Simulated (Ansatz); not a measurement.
Relaxed-ion elastic tensor of AgCl (rock salt, Fm-3m) in GPa (Voigt order), DFT-r²SCAN in the program Ansatz with PAW potentials; density 5.58 g/cm³, 21.31 Å³ per atom.

```json
[
 {"": "1", "1": "70.1", "2": "40.7", "3": "40.7", "4": "0.0", "5": "0.0", "6": "0.0"},
 {"": "2", "1": "40.7", "2": "70.1", "3": "40.7", "4": "0.0", "5": "0.0", "6": "0.0"},
 {"": "3", "1": "40.7", "2": "40.7", "3": "70.1", "4": "0.0", "5": "0.0", "6": "0.0"},
 {"": "4", "1": "0.0", "2": "0.0", "3": "0.0", "4": "5.6", "5": "0.0", "6": "0.0"},
 {"": "5", "1": "0.0", "2": "0.0", "3": "0.0", "4": "0.0", "5": "5.6", "6": "0.0"},
 {"": "6", "1": "0.0", "2": "0.0", "3": "0.0", "4": "0.0", "5": "0.0", "6": "5.6"}
]
```

Task: Is the crystal mechanically stable?

Result: Yes: the smallest eigenvalue of C is 5.6 GPa.

Task: Work out the Voigt, Reuss and Hill averages.

Result: K_V = 50.5, K_R = 50.5, K_H = 50.5; G_V = 9.3, G_R = 7.5, G_H = 8.4 GPa.

Task: Give Young's modulus, Poisson's ratio, Pugh's ratio and the universal anisotropy index.

Result: E = 9KG/(3K + G) = 23.8 GPa; ν = 0.42; K/G = 6.04 (ductile by the Pugh limit of 1.75); A_U = 5G_V/G_R + K_V/K_R − 6 = 1.20.

Task: Estimate the sound speeds and the Debye temperature.

Result: v_l = √((K + 4G/3)/ρ) = 3320 m/s, v_t = √(G/ρ) = 1220 m/s, mean 1390 m/s; Θ = (h/k)(3n/4πV)^(1/3) v_m = 149 K.

Task: Give the Zener ratio and Young's modulus along [100], [110] and [111].

Result: A = 2C44/(C11 − C12) = 0.38; 1/E = S11 − 2(S11 − S12 − S44/2)Γ with Γ = 0, 1/4, 1/3 gives 40.2, 19.1, 16.3 GPa.

Task: Solve the Christoffel equation for the three sound speeds along [100], [110], [111].

Result: Eigenvalues of C_ijkl n_j n_l equal ρv². In km/s, slowest first: [100] 1.00, 1.00, 3.54; [110] 1.00, 1.62, 3.31; [111] 1.45, 1.45, 3.22.

The cell was relaxed with r²SCAN under the symmetry of its start; phonons on a q-mesh show no instability. The run is not spin-polarised.

Potentials: the later of the program's two PAW sets.
